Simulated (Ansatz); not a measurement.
The relaxed structure here is a generated cell of NbP: the first start was made by placing the elements on the sites of a structure type, and the end was not matched to a known phase here, so it may be hypothetical.

One starting cell of NbP (a generated cell, NbP placed in the FeB structure type) was relaxed twice with Ansatz (plane waves, PAW, scalar-relativistic): with PBEsol at 420 eV and with PBE at 420 eV. The PBEsol result:

```cif
data_Nb4P4
_chemical_formula_sum 'Nb4 P4'
_space_group_name_H-M_alt 'P 1'
_space_group_IT_number 1
_cell_length_a 5.91060
_cell_length_b 4.27693
_cell_length_c 4.67924
_cell_angle_alpha 90.000
_cell_angle_beta 90.000
_cell_angle_gamma 90.000
loop_
_space_group_symop_operation_xyz
  'x, y, z'
loop_
_atom_site_label
_atom_site_type_symbol
_atom_site_fract_x
_atom_site_fract_y
_atom_site_fract_z
_atom_site_occupancy
Nb1 Nb 0.18342 0.25000 0.14928 1
Nb2 Nb 0.31658 0.75000 0.64928 1
Nb3 Nb 0.81658 0.75000 0.85072 1
Nb4 Nb 0.68342 0.25000 0.35072 1
P1 P 0.04162 0.25000 0.65776 1
P2 P 0.45838 0.75000 0.15776 1
P3 P 0.95838 0.75000 0.34224 1
P4 P 0.54162 0.25000 0.84224 1
```

```csv
quantity,PBEsol,PBE
space group,Pnma,Pnma
volume (Å³/atom),14.79,(withheld)
a (Å),5.911,(withheld)
b (Å),4.277,(withheld)
c (Å),4.679,(withheld)
"gap (eV, no spin-orbit coupling)",0.00,(withheld)
```

Task: Fill in the PBE column.

Result: 
- volume (Å³/atom), PBE: 15.24
- a (Å), PBE: 5.974
- b (Å), PBE: 4.331
- c (Å), PBE: 4.712
- gap (eV, no spin-orbit coupling), PBE: 0.00

Both levels end in the same structure; PBE's volume is 3.1 % larger. Neither column is exact.

No spin polarisation in the result.

The run could not lose the symmetry of its start; a randomly shaken copy of 8 atoms returns to this structure.

Ansatz is a quantum-chemistry and plane-wave program.
